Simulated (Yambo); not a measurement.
BP (zinc blende, space group F-43m, No. 216), G0W0@LDA in Yambo; all else as in the reference (6×6×6 Γ-centred k mesh, 84 bands and a 14 Ry block in the screening, 84 bands in G with the Bruneval-Gonze terminator, plasmon pole fitted at 27.2 eV). One parameter is varied: the cutoff of the exchange sum, over 5, 10, 20, 40, 76 Ry.

Question: From which value on does the gap Γ → X stay within 0.05 eV of the largest setting?

Answer: From 10 Ry on.
```
cutoff of the exchange sum (Ry)  G0W0 gap (eV)  valence shift (eV)
-------------------------------  -------------  ------------------
5                                         2.03               -0.54
10                                        2.11               -0.67
20                                        2.13               -0.71
40                                        2.13               -0.72
76                                        2.13               -0.72
```
The last step of the sweep still moves the gap by 0 meV; the other settings are held fixed.

Geometry relaxed with LDA; primitive cell a = b = c = 3.1728 Å, α = β = γ = 60.00°.

A shift is the quasiparticle energy of the state minus its LDA energy.
